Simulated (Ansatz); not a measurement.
**A run on As₂Se that went wrong**

Someone meant to compute As₂Se with PBEsol, plane waves and PAW in Ansatz and wrote this input.

```yaml
crystal:
  lattice:
    - [-1.867686829, 1.867686829, 1.4042087411]
    - [1.867686829, -1.867686829, 1.4042087411]
    - [1.867686829, 1.867686829, -1.4042087411]
  atoms:
    - { symbol: As, position: [0.875, 0.125, 0.75] }
    - { symbol: As, position: [0.375, 0.125, 0.25] }
    - { symbol: As, position: [0.875, 0.625, 0.75] }
    - { symbol: As, position: [0.875, 0.125, 0.25] }
    - { symbol: Se, position: [0.5, 0.5, 0.0] }
    - { symbol: Se, position: [0.25, 0.75, 0.5] }
basis:
  ecutwfc: 420
kpoints:
  mp_grid: { grid: [8, 8, 8] }
hamiltonian:
  xc: pbesol
scf:
  occupations: { method: gaussian, width: 0.1 }
  max_iter: 85
output:
  forces: true
  stress: true
  eigenvalues: true
```

Command:

```bash
ansatz run input.yaml --threads 1 --pin off --max-ram 2560MiB --backend cpu --events-out ev --progress --plain --runs-dir out
```

From the log (HF is the Harris–Foulkes energy, dr2 the density residual in eV):

```text
Pseudopotential: As, paw, valence charge 15, recommended cutoff 420 eV (normal)
Pseudopotential: Se, paw, valence charge 16, recommended cutoff 420 eV (normal)
Crystal: 6 atoms, lattice volume = 19.593 Å³
Basis set: ecut = 420 eV, 377 PW (Γ), exchange–correlation on 40×40×40 points (8 copies of the dense FFT grid, shifted against one another)
Bands: 56, of which v1, the nominal top of the filled ones, is band 46 counted from 1 (45 counted from 0)
Symmetry: 16 space group operations
Space group: I41/amd (ITA 141), of the structure as read, at distance tolerance 2.7e-5 Å
k-points: 59 of 512
PAW frozen core: As, regenerated for the run's functional, and the local potential with it (the file was generated under x = pbe(κ = 0.804, μ = 0.2195), c = pbe(β = 0.0667))
PAW frozen core: Se, regenerated for the run's functional, and the local potential with it (the file was generated under x = pbe(κ = 0.804, μ = 0.2195), c = pbe(β = 0.0667))
Initial density: superposition of atomic densities, corrected by the library's trained network
SCF iter   1: HF=-29810.199071 eV  Δρ=2.63e0  dr2=4.55e2
SCF iter   2: HF=-29658.435954 eV  Δρ=6.74e-1  dr2=5.25e1
SCF iter   3: HF=-29626.045650 eV  Δρ=1.84e-1  dr2=2.47e0
SCF iter   4: HF=-29624.761490 eV  Δρ=6.79e-2  dr2=2.02e-1
   ...
SCF iter   7: HF=-29624.764310 eV  Δρ=3.34e-4  dr2=1.04e-5
SCF iter   8: HF=-29624.764303 eV  Δρ=5.84e-5  dr2=3.56e-7
SCF iter   9: F=-29624.764303 eV  HF=-29624.764303 eV  Δρ=9.10e-6  dr2=1.34e-8
SCF 1 converged in 9 iterations: F = -29624.764303 eV  dr2 = 1.34e-8
SCF converged after 9 iterations
Free energy (F): -29624.764303 eV
E sigma→0 (E₀):  -29624.761217 eV
Entropy (-TS):   -0.006173 eV (-1.029 meV/atom)
Fermi energy:    86.310185 eV
--- Forces (eV/Å), atoms counted from 1 ---
  atom   1  As    -0.00000000     0.00000000    -0.00000000
  atom   2  As    -0.00000000     0.00000000     0.00000000
  atom   3  As     0.00000000    -0.00000000     0.00000000
  atom   4  As     0.00000000    -0.00000000    -0.00000000
  atom   5  Se     0.00000000     0.00000000     0.00000000
  atom   6  Se     0.00000000     0.00000000     0.00000000
--- Stress (GPa, compression-positive) ---
     6871.924620      -0.000000       0.000000
       -0.000000    6871.924620      -0.000000
        0.000000      -0.000000    8410.387035
  P = ⅓ Tr σ = 7384.7454 GPa (73847.454 kbar)
```

Problem. What is the cause?
A. Starting moments far too small
B. A key that the program doesn't know
C. A Hubbard U on a species that isn't in the cell
D. An atom left out of the cell, with fixed occupations
E. Lattice vectors converted from bohr twice

Solution. E. Every length is 0.529 of its true value, so the cell is crushed to 15 % of its volume. The cure is the vectors in angstrom.

The change to the input (which also takes the iteration limit of the reference run):

```diff
 crystal:
   lattice:
-    - [-1.867686829, 1.867686829, 1.4042087411]
-    - [1.867686829, -1.867686829, 1.4042087411]
-    - [1.867686829, 1.867686829, -1.4042087411]
+    - [-3.529418, 3.529418, 2.653571]
+    - [3.529418, -3.529418, 2.653571]
+    - [3.529418, 3.529418, -2.653571]
 scf:
-  max_iter: 85
```

Result of the mended run: a pressure of -3.47 GPa, no gap. The faulty run's energy lay 79.23 eV per atom higher.

Time of the mended run: 42 s on 1 thread of Intel(R) Xeon(R) Processor @ 2.70GHz, with other jobs on the host, peak memory 0.61 GiB.